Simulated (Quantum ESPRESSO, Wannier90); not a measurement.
## SrCl2 (fluorite), plane waves to Wannier functions

Cell from Materials Project (mp-23209), symmetrised, no further relaxation. COD (Crystallography Open Database) has an entry of this formula and space group (matched by these alone). Computed values, not measurements, from PBEsol: Quantum ESPRESSO (norm-conserving PseudoDojo potentials, cutoff 55 Ry, no spin polarisation, no spin-orbit coupling) on a Γ-centred 8×8×8 mesh, then Wannier90. Density: 8×8×8 mesh, cold smearing 0.01 Ry.

```
begin unit_cell_cart
ang
    0.0000000000    3.4997450000    3.4997450000
    3.4997450000    0.0000000000    3.4997450000
    3.4997450000    3.4997450000    0.0000000000
end unit_cell_cart
mp_grid = 8 8 8
```

Neighbour vectors b of the finite-difference formula (Å⁻¹), by shell:

| shell | b_x | b_y | b_z |
|---|---|---|---|
| 1 | 0.11221 | 0.11221 | -0.11221 |
| 1 | 0.11221 | -0.11221 | 0.11221 |
| 1 | -0.11221 | 0.11221 | 0.11221 |
| 1 | 0.11221 | 0.11221 | 0.11221 |
| 1 | -0.11221 | -0.11221 | 0.11221 |
| 1 | -0.11221 | 0.11221 | -0.11221 |
| 1 | 0.11221 | -0.11221 | -0.11221 |
| 1 | -0.11221 | -0.11221 | -0.11221 |

Question: Find the weights w_b from the completeness condition Σ_b w_b b_α b_β = δ_αβ.

Answer: Shell 1: Σ b_x² = 0.101, Σ b_y² = 0.101, Σ b_z² = 0.101 Å⁻²
Each of the three diagonal sums, weighted, has to give 1 and the off-diagonal ones 0, which holds for w_1 = 9.93 Å². Check on xx: 9.93×0.101 = 1.00.

On this mesh the 8 functions of bands 5-12 (valence bands; start: s functions at the bond centres, conv_tol = 1.0e-7) end with spreads 1.2808, 1.2808, 1.2808, 1.2808, 1.2808, 1.2808, 1.2808, 1.2808 Å², Ω_I = 8.8303 Å² and Ω_D = 0.0002 Å².

Ω_total is the sum of the spreads, 10.246 Å². Ω_OD = Ω_total − Ω_I − Ω_D = 1.416 Å². Only (Ω_D + Ω_OD)/Ω_total = 13.8 % depends on the gauge, and another start could lower the total by that share at most. The rms radius is √(Ω_total/8) = 1.13 Å.
